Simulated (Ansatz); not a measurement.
TiSi₂ (C49 type, space group Cmcm)

```
TiSi2
1.0
    1.76330    -6.75838     0.00000
    1.76330     6.75838     0.00000
    0.00000     0.00000     3.56518
Si Ti
4 2
Direct
  0.94167   0.05833   0.75000
  0.05833   0.94167   0.25000
  0.25029   0.74971   0.75000
  0.74971   0.25029   0.25000
  0.60320   0.39680   0.75000
  0.39680   0.60320   0.25000
```

Scan: atom 2 (Si, nearest neighbour Si at 2.380 Å; its periodic images, 3.5 Å or more away, move with it) is displaced along Cartesian z, direction (0.000, 0.000, 1.000) in Cartesian axes, by s. The other atoms stay.

The numbers are results of r2SCAN (plane waves to 500 eV, PAW, scalar-relativistic; Ansatz, a program for electronic structure), not measurements. k mesh 11×11×11 (Γ-centred), Fermi-Dirac smearing 0.05 eV. Energies are smeared free energies. Compression counts positive. With partly filled bands, energies and forces of such displacements shift with the k mesh and the smearing. F∥ is the force on the atom along that direction. F⊥ is the part of the force across the line. This is one of several known forms of TiSi2; the measured ambient cells at hand have space group No. 70. TiSi2 is run without spin polarisation. TiSi2 was relaxed with its symmetry unable to fall. The zero of ΔE is the undisplaced structure.

| s (Å) | ΔE (meV/cell) | |F⊥| (eV/Å) | P (GPa) | F∥ (eV/Å) |
|---|---|---|---|---|
| -0.240 | 431 | 0.429 | 2.2 | 3.619 |
| -0.192 | 275 | 0.271 | 1.4 | 2.880 |
| -0.144 | 154 | 0.150 | 0.8 | 2.151 |
| -0.096 | 69 | 0.066 | 0.4 | 1.429 |
| -0.048 | 17 | 0.016 | 0.1 | 0.713 |
| 0.000 | 0 | 0.001 | 0.0 | 0.000 |
| 0.048 | 17 | 0.016 | 0.1 | -0.713 |
| 0.096 | 69 | 0.066 | 0.4 | -1.429 |
| 0.144 | 154 | 0.150 | 0.8 | -2.151 |
| 0.192 | 275 | 0.271 | 1.4 | -2.880 |
| 0.240 | 431 | 0.429 | 2.2 | -3.619 |

Derived quantities:

| Item | Result |
|---|---|
| Energy at s = 0.240 Å | 431 meV/cell |
| Force along the line at s = -0.240 Å | 3.62 eV/Å |
| Symmetry of the curve | even: the same for both signs |
| Shape of the curve | a single well with its minimum at or next to zero displacement |
| Force constant k = d²E/ds² at s = 0 (finite differences) | 14.8 eV/Å² |
| Harmonic estimate at the end of the scan | ½ks² = 428 meV/cell against the computed 431 meV/cell, so the well is close to harmonic there |

(For displaced atoms, the force is minus the slope of the energy, and its curvature is a force constant, which sets phonon frequencies.)
